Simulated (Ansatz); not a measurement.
Relaxed Sc (hcp, Mg type):

```
Sc
1.0
    3.31943     0.00000     0.00000
   -1.65971     2.87471     0.00000
    0.00000     0.00000     5.16637
Sc
2
Direct
  0.33333   0.66667   0.75000
  0.66667   0.33333   0.25000
```

The atoms are displaced by Q × the pattern below (from a DFPT mode at Γ, largest move 1; Q in Å), at fixed cell.

```
atom      x      y       z
----  -----  -----  ------
Sc1   0.000  0.000  -1.000
Sc2   0.000  0.000   1.000
```

Calculation: PBE (plane waves to 420 eV, PAW, scalar-relativistic; Ansatz, a first-principles code). k mesh 16×16×9 (Γ-centred), Fermi-Dirac smearing 0.05 eV. The energy includes the smearing's −TS. With partly filled bands, energies and forces of such displacements shift with the k mesh and the smearing. Sc is run without spin polarisation. Sc was relaxed with its symmetry unable to fall. ΔE is measured from the undisplaced structure. The last digit holds for this mesh only.

```
Q (Å)    ΔE (meV/cell)
-------  -------------
-0.2800          711.6
-0.2333       withheld
-0.1867          307.4
-0.1400          170.1
-0.0933           74.5
-0.0467           18.5
0.0000             0.0
0.0467            18.5
0.0933            74.5
0.1400           170.1
0.1867           307.4
0.2333        withheld
0.2800           711.6
```

Task: Fit an even polynomial form (powers 2, 4, 6) to the given rows and predict ΔE at Q = 0.2333.

Result: Least squares on the 11 given rows: ΔE = (8457)·Q² + (12370)·Q⁴ + (-57030)·Q⁶, in meV/cell with Q in Å; root-mean-square residual 0.01 meV/cell. At 0.2333 the fit gives 487.8 meV/cell; the calculation gives 487.8 meV/cell, the same to the digits shown. The quadratic term alone would give 460.3 meV/cell.

(For displaced atoms, the force is minus the slope of the energy, and its curvature is a force constant, which sets phonon frequencies.)
